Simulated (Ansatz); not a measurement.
Which start gave this state of MnSb?

System: MnSb, a measured crystal structure (space group P6_3/mmc, primitive cell doubled); the cell holds 8 atoms. The computed pressure is over 10 GPa in size, so the cell is far from the computed equilibrium volume. Source: COD entry 1539183, which need not be the ambient phase.

```
CELL_PARAMETERS angstrom
4.15700 0.00000 0.00000
-2.07850 3.60007 0.00000
0.00000 0.00000 11.53000
ATOMIC_POSITIONS crystal
Sb 0.33333 0.66667 0.12500
Sb 0.33333 0.66667 0.62500
Sb 0.66667 0.33333 0.37500
Sb 0.66667 0.33333 0.87500
Mn 0.00000 0.00000 0.00000
Mn 0.00000 0.00000 0.50000
Mn 0.00000 0.00000 0.25000
Mn 0.00000 0.00000 0.75000
```

Atoms are numbered from 1 in the order listed.

Theory: Ansatz, DFT, LDA, PAW, plane waves, scalar-relativistic.

| Item | Value |
| --- | --- |
| Plane-wave cutoff | 420 eV |
| k-point mesh | 7×7×2 (Γ-centred) |
| Occupations | Fermi–Dirac smearing, 0.1 eV |

Moments by site are taken inside atomic spheres; the rest lies between them.

The mesh is too coarse to rank close states of a metal with certainty: differences of some tens of meV/atom may change, at times in sign.

A plain SCF has the search for lower states switched off and ends at the first converged state.

One run gave this history:

```tsv
iteration	Harris–Foulkes energy + 40708 (eV)	largest residual (eV)	M (μB)	absolute moment (μB)
1	0.6768	9.46e+00	13.14	14.63
2	1.6875	2.36e+00	13.76	15.28
3	1.5705	1.40e+00	13.55	15.07
4	1.3682	6.89e-01	13.05	14.47
5	1.4633	2.73e-02	12.93	14.37
6	1.4676	7.03e-03	12.94	14.35
7	1.4684	3.24e-03	12.95	14.36
8	1.4688	3.70e-05	12.96	14.37
9	1.4688	5.18e-05	12.96	14.37
10	1.4688	2.26e-06	12.96	14.37
11	1.4688	1.02e-07	12.96	14.37
12	1.4688	2.95e-09	12.96	14.37
```

It ended ferromagnetic, site moments Sb1 -0.11, Sb2 -0.11, Sb3 -0.11, Sb4 -0.11, Mn5 3.28, Mn6 3.28, Mn7 3.28, Mn8 3.28 μB, total 12.96 μB per cell, no gap on the k-mesh.

Task: These set-ups ended in different states. Which one gave the run above?
A. a moment on one site alone, plain SCF [Mn7 4.50 μB]
B. parallel moments, plain SCF [Mn5 4.50, Mn6 4.50, Mn7 4.50, Mn8 4.50 μB]
C. opposed moments +-+-, plain SCF [Mn5 4.50, Mn6 -4.50, Mn7 4.50, Mn8 -4.50 μB]
D. opposed moments ++--, plain SCF [Mn5 4.50, Mn6 4.50, Mn7 -4.50, Mn8 -4.50 μB]

Result: B. The others ended as follows, with energies against this run: “opposed moments ++--, plain SCF” antiferromagnetic, +48.3 meV/atom; “a moment on one site alone, plain SCF” ferrimagnetic, +23.4 meV/atom; “opposed moments +-+-, plain SCF” antiferromagnetic, +18.7 meV/atom.
